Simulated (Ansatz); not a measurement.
Sn$_{3}$As$_{4}$ in space group P-43m (No. 215; Sn on 3d, As on 4e), plane-wave PAW PBE (Ansatz code), all energies at zero smearing, with the estimated change up to a 700 eV cutoff added, with one set of potentials and settings (totals compare only within such a set). Cell of 7 atoms (3 Sn, 4 As): -37497.711 eV.

```tsv
element	reference phase	E (eV/atom)
Sn	Fd-3m, 2 atoms in the cell	-6024.2887
As	R-3m, 2 atoms in the cell	-4856.1443
```

Formation energy per atom, worked out: (-37497.711 − 3×(-6024.2887) − 4×(-4856.1443))/7 = -0.038 eV/atom (-4 kJ per mol of atoms), at 0 K, without zero-point energy or fitted corrections.

The workflow started from a Materials Project entry (that database holds measured and hypothetical structures alike); the Crystallography Open Database copy checked does not list it. Its standing as an ambient phase is unchecked. The cell was relaxed with PBE under the symmetry of its start; whether a distortion lowers the energy is not shown. The references are the lowest solids computed at this level, not always the standard phases. Scalar-relativistic: spin–orbit coupling is off unless named, which matters more the heavier the elements.

Potentials: the earlier of the program's two PAW sets.
